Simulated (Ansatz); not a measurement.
Ca, first-principles data

Ca:
```
CELL_PARAMETERS angstrom
      3.85248     0.00000     0.00000
     -1.92624     3.33635     0.00000
      0.00000     0.00000     6.34226
ATOMIC_POSITIONS crystal
  Ca 0.33333 0.66667 0.25000
  Ca 0.66667 0.33333 0.75000
```

Space group P6_3/mmc (No. 194), hcp (Mg type); conventional cell a = b = 3.852 Å, c = 6.342 Å, α = β = 90.00°, γ = 120.00°.

Method: PBEsol (plane waves, PAW; program Ansatz). Geometry: relaxed at this level of theory. Other levels are named where they apply.

**Cell and energy**

- Volume per atom: 40.76 Å³
- Density: 1.63 g/cm³

**Electronic structure**

* **Electronic character**: metallic (no gap)
* **Density of states at the Fermi level**: 0.81 states/eV per atom (mean over ±0.08 eV)

**Mechanics**

- Bulk modulus (Birch–Murnaghan fit): 18.1 GPa
- Pressure derivative B′: 3.3
- Elastic constants (relaxed ions, GPa): C11 = 30.2, C12 = 15.4, C13 = 7.4, C33 = 41.7, C44 = 7.2
- Mechanical stability: stable (all eigenvalues of C positive)
- Hill bulk and shear moduli: 18.0 and 8.7 GPa
- Young's modulus: 22.5 GPa
- Poisson's ratio: 0.29
- Debye temperature from the elastic constants: 223 K

**Phonons**

- Highest zone-centre frequency = 155 cm^-1
- Zone-centre stability = no imaginary mode at Γ

The measured cell (COD 9008489; 723 K, pressure taken as ambient) has 44.72 Å³ per atom; the computed volume differs by -8.9 %, which includes thermal expansion and zero-point motion, and at this size may mean another phase or pressure.

The workflow started from an entry of the Crystallography Open Database (COD, 723 K), which files this formula under 3 space groups. It is not the phase usual at ambient conditions (space group No. 225). The cell was relaxed with PBEsol under the symmetry of its start. As this level gives no gap, shear constants depend on the k-mesh and smearing (Fermi–Dirac, 0.1 eV here). As this level gives no gap, phonon frequencies hold no LO–TO term and depend on the k-mesh and smearing (Fermi–Dirac, 0.1 eV here). Axis ratios of metals converge slowly with the k-mesh, so a and c are less sure than the volume.

Potentials: the earlier of the program's two PAW sets. The files were generated under PBE; for other functionals the program regenerates the frozen cores, and for LDA and PBEsol the local potential too.
